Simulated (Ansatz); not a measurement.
## Si at 7 GPa (stress–strain coefficients): relaxed-ion elastic tensor

Computed with DFT PBEsol, scalar-relativistic, plane waves, PAW (Ansatz 0.2.0). Settings: 420 eV plane-wave cutoff, Γ-centred 12×12×12 mesh, fixed occupations. No spin polarisation.

The cell, relaxed at 7 GPa:
```
Si
1.0
     0.00000    2.65863    2.65863
     2.65863    0.00000    2.65863
     2.65863    2.65863    0.00000
Si
2
Direct
  0.50000 0.50000 0.50000
  0.75000 0.75000 0.75000
```

 The bands were filled as in an insulator; under compression the gap may have closed between mesh points.

(1) Give the relaxed-ion elastic constants (GPa, Voigt order xx yy zz yz xz xy, on the axes of the cell above).

(2) Is the crystal stable against homogeneous strain?

(3) And the moduli of a polycrystal (Hill averages)?

## Answers

(1)
C11 = 184.0, C12 = 91.0, C13 = 91.0, C22 = 184.0, C23 = 91.0, C33 = 184.0, C44 = 76.0, C55 = 76.0, C66 = 76.0 GPa; the others vanish.

(2) Yes: the least eigenvalue of the tensor is 76.0 GPa.

(3) B = 122 GPa, G = 62 GPa, E = 160 GPa, ν = 0.28.

Cost: 1 run of about 0.34 core-minutes, on Intel Xeon 6975P-C (Granite Rapids) (shared hosts).